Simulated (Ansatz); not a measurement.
# AlNi: from a starting cell to a relaxed one

The start is a generated cell, AlNi placed in the AFLOW prototype AB_hP6_154_a_b (B9, as in HgS). A full variable-cell relaxation at zero pressure is run with PBE (plane waves to 420 eV, PAW, scalar-relativistic; Ansatz, a quantum-chemistry and plane-wave program). The first steps use a coarse 11×11×5 k-mesh.

Input geometry:
```yaml
crystal:
  lattice:
    - [3.35051, 0.00000, 0.00000]
    - [-1.67526, 2.90163, 0.00000]
    - [0.00000, 0.00000, 7.67587]
  atoms:
    - { symbol: Ni, position: [0.71980, 0.00000, 0.66667] }
    - { symbol: Ni, position: [0.00000, 0.71980, 0.33333] }
    - { symbol: Ni, position: [0.28020, 0.28020, 0.00000] }
    - { symbol: Al, position: [0.48890, 0.00000, 0.16667] }
    - { symbol: Al, position: [0.00000, 0.48890, 0.83333] }
    - { symbol: Al, position: [0.51110, 0.51110, 0.50000] }
```
Spin-polarised start, with parallel moments on Ni.

### Question
How large is the pressure on the unrelaxed cell, and of which sign?

### Answer
+46.6 GPa (positive: the cell is compressed).

### Question
What symmetry does the relaxed structure have?

### Answer
The space group goes from P3₂21 (No. 154) to Pm-3m (No. 221); the end is CsCl type, with 2 atoms in the primitive cell.

### Question
By how much does the energy per atom fall from start to end?

### Answer
1.76 eV/atom.

### Question
How does the volume change?

### Answer
-2.7 %, from 12.44 to 12.10 Å³/atom.

### Question
What band gap does the relaxed structure have at this level?

### Answer
Zero (metallic).

Final values are on a 16×16×16 k-mesh of the relaxed cell. No spin polarisation in the result: the starting moments vanished. A magnetic state may lie lower.

The run could not lose the symmetry of its start.
